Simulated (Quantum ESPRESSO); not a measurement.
Simulation results for Ga4CN3 (made-up cell)

All values are calculated (Quantum ESPRESSO 7.5). Calculation on a made-up crystal cell, not a measurement: periodic Kohn-Sham density functional theory in plane waves with PseudoDojo standard norm-conserving scalar-relativistic pseudopotentials, each functional with its own files (v0.5 for PBE, v0.4.1 for LDA and PBEsol), no spin polarisation, no spin-orbit coupling, atoms not relaxed, stress positive in tension, energies less a fixed whole-eV offset for each atom's element; levels are Kohn-Sham levels at fractions of this cell's reciprocal vectors, counted from the reference band (half the neutral cell's valence electrons, rounded up) at Gamma; error bars cover cutoff and k-mesh only, not smearing or the files; added strain carries the atoms with the cell, and shear is the tensor component; each bar is the largest change over components, and at least 0.002 eV, 0.002 eV per angstrom or 0.02 GPa; energies are for the whole cell, and the offsets were chosen from early runs and are not element reference energies.

## Ga4CN3 (made-up cell)

Unstrained structure:
```xyz
8
Lattice="4.4165 0.0245 0.0106 0.0245 4.4507 -0.0072 0.0106 -0.0073 4.4501" Properties=species:S:1:pos:R:3 Ga4CN3
Ga     0.0395    -0.0190     0.0274
Ga    -0.0272     2.0988     2.2481
Ga     2.0474    -0.0065     2.2828
Ga     2.2202     2.3099     0.0917
N      1.1486     1.1340     1.1539
N      1.1877     3.3950     3.3589
N      3.4288     1.1983     3.3796
C      3.3137     3.4231     1.0691
```

- lattice type: zincblende/diamond
- functional: pbe
- cutoff: 1143 eV
- fermi dirac smearing: 0.1 eV
- scf tolerance: 1e-07 eV
- electrons removed: 0
- added strain kind: zz
- added strain: 0.0119
- k mesh: 6 x 6 x 6, shifted by half a step
- structure shown: before the added strain of 0.0119
- free energy less offsets: -1.412 eV
- smearing term minus ts: -0.108 eV
- scf iterations: 12
- pressure: 22.44 GPa
- stress xx: -22.51 GPa
- stress yy: -21.77 GPa
- stress zz: -23.04 GPa
- stress yz: 7.615 GPa
- stress xz: 7.876 GPa
- stress xy: -5.155 GPa
- fermi level: -0.6265 eV
- reference band: 36
- error bar energy: 0.004563 eV
- error bar stress: 0.04102 GPa
- error bar force: 0.00367 eV/Å
- error bar next band up: 0.002 eV
- error bar fermi level: 0.003923 eV
- error bars from: tighter rerun of a related cell

Atoms:
```csv
atoms element,atom site,atom energy offset (eV)
Ga,1,-2080
Ga,2,-2080
Ga,3,-2080
Ga,4,-2080
N,5,-283
N,6,-283
N,7,-283
C,8,-163
```

Forces:
```csv
site,x (eV/Å),y (eV/Å),z (eV/Å)
1,-0.4542,0.7853,-0.00598
2,0.8641,3.404,-1.472
3,3.8,1.001,-0.9971
4,-0.0551,-1.3,-1.251
5,-0.45,0.3111,-1.067
6,-1.812,-2.347,0.8969
7,-2.75,-1.918,1.594
8,0.8569,0.06397,2.303
```

Levels:
```csv
level k point,next band up (eV)
Gamma,1.528
"(1/2,1/2,1/2)",3.9
"(0.15,0,0)",2.128
"(0,0.15,0)",2.114
"(0,0,0.15)",2.09
```
